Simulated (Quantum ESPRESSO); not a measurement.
# Ga3GeCN3: convergence and cost over cutoff and k mesh

Computed values, not a measurement. The program is pw.x of Quantum ESPRESSO 7.5 (plane-wave density functional theory). The cell is made up: 8 atoms on a wurtzite lattice, with randomly drawn elements, strain and displacements, not relaxed. PseudoDojo standard norm-conserving files (v0.5 for PBE, v0.4.1 for LDA and PBEsol) set the functional; there is no spin polarisation, spin-orbit coupling or dispersion term, and the masses in the input are unused placeholders.

Input of the run in row 2:

```
&control calculation='scf', pseudo_dir='./dojo.nc.sr.pbe.v0_5.standard.upf', outdir='./o', disk_io='medium', tprnfor=.true., tstress=.true. /
&system ibrav=0, nat=8, ntyp=4, nbnd=42, ecutwfc=84.00895049, nosym=.true., tot_charge=0,
 occupations='smearing', smearing='fd', degauss=0.0018374661
/
&electrons conv_thr=7.350e-09, electron_maxstep=60, /
ATOMIC_SPECIES
C 1.0 C.upf
Ga 1.0 Ga.upf
Ge 1.0 Ge.upf
N 1.0 N.upf
CELL_PARAMETERS angstrom
3.1346 0.0 0.0
0.0 5.4293 0.0
0.0 0.0 5.1188
ATOMIC_POSITIONS angstrom
Ga -0.0221 -0.0172 -0.0062
Ga 1.4753 2.7093 -0.0506
Ge 1.6298 0.9209 2.593
Ga -0.0146 3.5919 2.528
C -0.0086 -0.0286 1.9152
N 1.5652 2.7177 1.9266
N 1.6124 0.9684 4.5064
N 0.0457 3.5833 4.4553
K_POINTS automatic
6 4 4 1 1 1
```

The same cell was run at these settings. Meshes are shifted by half a step, and differences are from the last row, which is itself not exact.

| cutoff (eV) | k mesh | k points solved | threshold (eV) | free energy less the last row's (eV) | pressure (GPa) | largest stress difference (GPa) | largest force difference (eV/Å) | iterations | wall time (s) | k-point pools | processor |
| --- | --- | --- | --- | --- | --- | --- | --- | --- | --- | --- | --- |
| 800 | 2 x 2 x 2 | 4 | 1e-04 | 2.520 | -43.96 | 69.36 | 0.101 | 8 | 19 | 1 | AMD EPYC, Zen 5 class |
| 1143 | 6 x 4 x 4 | 48 | 1e-07 | -0.001 | 20.17 | 0.04 | 0.002 | 12 | 229 | 1 | AMD EPYC, Zen 5 class |
| 1437 | 8 x 6 x 6 | 144 | 1e-07 | 0.000 | 20.15 | 0.00 | 0.000 | 12 | 1048 | 1 | AMD EPYC, Zen 5 class |

Each pool is one process. Wall times include start-up and a band step at six k points, which weighs most on the coarsest meshes. The runs were on shared virtual cores whose load varied, so times are rough.